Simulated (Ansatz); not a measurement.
Relaxed SnCl2 (space group Pnma):

```xyz
12
Lattice="7.4765 0.0000 0.0000 0.0000 4.2852 0.0000 0.0000 0.0000 8.9367" Properties=species:S:1:pos:R:3 pbc="T T T"
Sn     5.7265     3.2139     5.2260
Sn     1.7501     1.0713     3.7107
Sn     5.4883     1.0713     0.7577
Sn     1.9882     3.2139     8.1790
Cl     3.8946     1.0713     7.5334
Cl     3.5819     3.2139     1.4034
Cl     7.3201     3.2139     3.0650
Cl     0.1564     1.0713     5.8717
Cl     1.0590     1.0713     0.6969
Cl     6.4175     3.2139     8.2398
Cl     2.6792     3.2139     5.1652
Cl     4.7973     1.0713     3.7715
```

The atoms are displaced by Q × the pattern below (from a DFPT mode at Γ, largest move 1; Q in Å), at fixed cell.

```csv
atom,x,y,z
Sn1,0.082,0.000,0.133
Sn2,-0.082,0.000,-0.133
Sn3,-0.082,0.000,0.133
Sn4,0.082,0.000,-0.133
Cl5,0.447,0.000,-0.195
Cl6,-0.447,0.000,0.195
Cl7,-0.447,0.000,-0.195
Cl8,0.447,0.000,0.195
Cl9,-0.573,0.000,0.819
Cl10,0.573,0.000,-0.819
Cl11,0.573,0.000,0.819
Cl12,-0.573,0.000,-0.819
```

The numbers are results of LDA (plane waves to 420 eV, PAW, scalar-relativistic; Ansatz, a quantum-chemistry and plane-wave program), not measurements. k mesh 4×6×3 (Γ-centred), Fermi-Dirac smearing 0.05 eV. E stands for the smeared free energy. SnCl2 was relaxed with its symmetry unable to fall. The relaxed volume of SnCl2 is well below the measured one. The zero of ΔE is the undisplaced structure.

```json
[
 {"Q (Å)": "-0.2800", "ΔE (meV/cell)": "988"},
 {"Q (Å)": "-0.2333", "ΔE (meV/cell)": "withheld"},
 {"Q (Å)": "-0.1867", "ΔE (meV/cell)": "409"},
 {"Q (Å)": "-0.1400", "ΔE (meV/cell)": "222"},
 {"Q (Å)": "-0.0933", "ΔE (meV/cell)": "95"},
 {"Q (Å)": "-0.0467", "ΔE (meV/cell)": "23"},
 {"Q (Å)": "0.0000", "ΔE (meV/cell)": "0"},
 {"Q (Å)": "0.0467", "ΔE (meV/cell)": "21"},
 {"Q (Å)": "0.0933", "ΔE (meV/cell)": "82"},
 {"Q (Å)": "0.1400", "ΔE (meV/cell)": "177"},
 {"Q (Å)": "0.1867", "ΔE (meV/cell)": "305"},
 {"Q (Å)": "0.2333", "ΔE (meV/cell)": "461"},
 {"Q (Å)": "0.2800", "ΔE (meV/cell)": "642"}
]
```

Q: Fit a polynomial form (powers 2, 3, 4) to the given rows and predict ΔE at Q = -0.2333.

A: Least squares on the 12 given rows: ΔE = (10120)·Q² + (-7894)·Q³ + (3555)·Q⁴, in meV/cell with Q in Å; root-mean-square residual 0.5 meV/cell. At -0.2333 the fit gives 662 meV/cell; the calculation gives 663 meV/cell, so the interpolation is off by -1 (-0.2 %). The quadratic term alone would give 551 meV/cell.

(For displaced atoms, the force is minus the slope of the energy, and its curvature is a force constant, which sets phonon frequencies.)
